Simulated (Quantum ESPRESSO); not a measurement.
## Kohn-Sham bands of GeS2 (P4₂/nmc)

```yaml
crystal:
  lattice:
    - [3.48735, 0.00000, 0.00000]
    - [0.00000, 3.48735, 0.00000]
    - [0.00000, 0.00000, 11.38043]
  atoms:
    - { symbol: Ge, position: [0.00000, 0.00000, 0.50000] }
    - { symbol: Ge, position: [0.50000, 0.50000, 0.00000] }
    - { symbol: S, position: [0.00000, 0.50000, 0.87654] }
    - { symbol: S, position: [0.00000, 0.50000, 0.37654] }
    - { symbol: S, position: [0.50000, 0.00000, 0.62346] }
    - { symbol: S, position: [0.50000, 0.00000, 0.12346] }
```

Materials Project entry mp-1071032; symmetrised, unrelaxed at this level. Not found in the COD (Crystallography Open Database) copy used, which has the formula in other groups; not checked further. Level: PBEsol, no spin polarisation, no spin-orbit coupling; pw.x of Quantum ESPRESSO at 63 Ry with PseudoDojo potentials, 8×8×4 k-points, Wannier90. Density: 10×10×4 mesh, Gaussian smearing 0.01 Ry. The cell is built of weakly bound layers, chains or molecules. Database cells relaxed without dispersion often hold them too far apart, which can enlarge gaps and weakens couplings between them; spacing and stacking were not compared with the measured crystal. Spin-orbit coupling, left out, would split the p-like bands by a few tenths of an eV.

Energies are relative to the valence-band maximum; weights are on the orthonormalised atomic waves of the pseudopotential files, averaged over the group. 52 electrons a cell are treated as valence.

**Question.** Into which isolated groups do the bands fall, where do they lie and what are they made of?

**Answer.** 
```tsv
bands	from (eV)	to (eV)	filling	weight on atomic waves
1–10	-25.25	-25.15	filled	Ge 3d 100 %
11–14	-14.90	-12.10	filled	S 3s 68 %, Ge 4p 16 %, Ge 4s 12 %
15–16	-9.54	-5.64	filled	S 3p 37 %, Ge 4s 34 %, S 3s 21 %
17–26	-5.35	0.00	filled	S 3p 80 %, Ge 4p 14 %
```

The Kohn-Sham gap over both meshes and the path is 1.01 eV.
